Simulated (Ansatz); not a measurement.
# Band topology of PbO with spin–orbit coupling, calculated with Ansatz

Space group P4/nmm (No. 129), 4 atoms in the cell of the first input below: a = 3.978 Å, b = 3.978 Å, c = 5.013 Å, α = 90.00°, β = 90.00°, γ = 90.00°.

The volume is a measured one, shape and positions are a prototype's, taken without relaxation (pressure 0.4 GPa with this functional, without spin–orbit coupling). Functional: PBEsol.

Input:

```yaml
crystal:
  lattice:
    - [3.9780804971, 0.0, 0.0]
    - [0.0, 3.9780804971, 0.0]
    - [0.0, 0.0, 5.0127125567]
  atoms:
    - { symbol: Pb, position: [0.5, 0.0, 0.2368] }
    - { symbol: Pb, position: [0.0, 0.5, 0.7632] }
    - { symbol: O, position: [0.0, 0.0, 0.0] }
    - { symbol: O, position: [0.5, 0.5, 0.0] }
basis:
  ecutwfc: 420
  ecutrho_ratio: 4
kpoints:
  mp_grid: { grid: [6, 6, 4] }
hamiltonian:
  xc: pbesol
scf:
  occupations: { method: gaussian, width: 0.05 }
output:
  forces: true
  stress: true
  eigenvalues: true
  populations: true
  topological_invariants: true
magnetization:
  noncollinear: true
  spin_orbit: true
```

```bash
ansatz run input.yaml --threads 8 --pin off --max-ram 15360MiB --backend cpu --events-out ev --progress --plain --runs-dir out
```

Time: 23 s on 8 threads of Arm Neoverse V2 (shared host), peak memory 1 GiB.

Without spin–orbit coupling the gap on a 8×8×8 mesh is 1.15 eV. With it, in a separate run (self-consistent on 6×6×6, bands on 10×10×8), a gap of 1.11 eV parts the filled from the empty bands (a gap on a mesh is an upper bound, as the edges may lie between its points, so gaps on unlike meshes don't measure the coupling's effect alone). The indices are those of the lowest 40 bands, and their direct separation from the next band is open.

Odd-parity bands among them at the eight time-reversal-invariant momenta (inversion centre at 0.250 0.250 0.000):

```
          k  odd bands
0.0 0.0 0.0         20
0.0 0.0 0.5         20
0.0 0.5 0.0         20
0.0 0.5 0.5         20
0.5 0.0 0.0         20
0.5 0.0 0.5         20
0.5 0.5 0.0         20
0.5 0.5 0.5         20
```

Problem. What are the Z2 indices by the rule of Fu and Kane?

Solution. Each Kramers pair counts once, so δ = (−1)^(odd bands / 2): +, +, +, +, +, +, +, +. The product of all eight gives ν0, the products over the planes k_i = 1/2 the weak indices: (0;000). The Wilson-loop planes give (0;000).

Problem. The cell is scaled in volume by 0.96 and 1.05 with the atoms carried along. Do the indices change?

Solution. No.

```tsv
volume ratio	pressure with spin–orbit coupling (GPa)	smallest direct separation sampled (eV)	at k	separation	Z2
0.96	3.9	2.162	0.01 0.01 0.12	open	(0;000)
1.00	0.2	2.113	0.01 0.01 0.12	open	(0;000)
1.05	-3.5	2.051	0.01 0.01 0.12	open	(0;000)
```

Caveats: Kohn–Sham gaps are too small; Z2 indices don't see topology that rests on crystal symmetry, and an even number of inversions cancels; atoms feel forces of up to 0.59 eV/Å at volume ratio 0.96; atoms feel forces of up to 0.59 eV/Å at volume ratio 1.05.
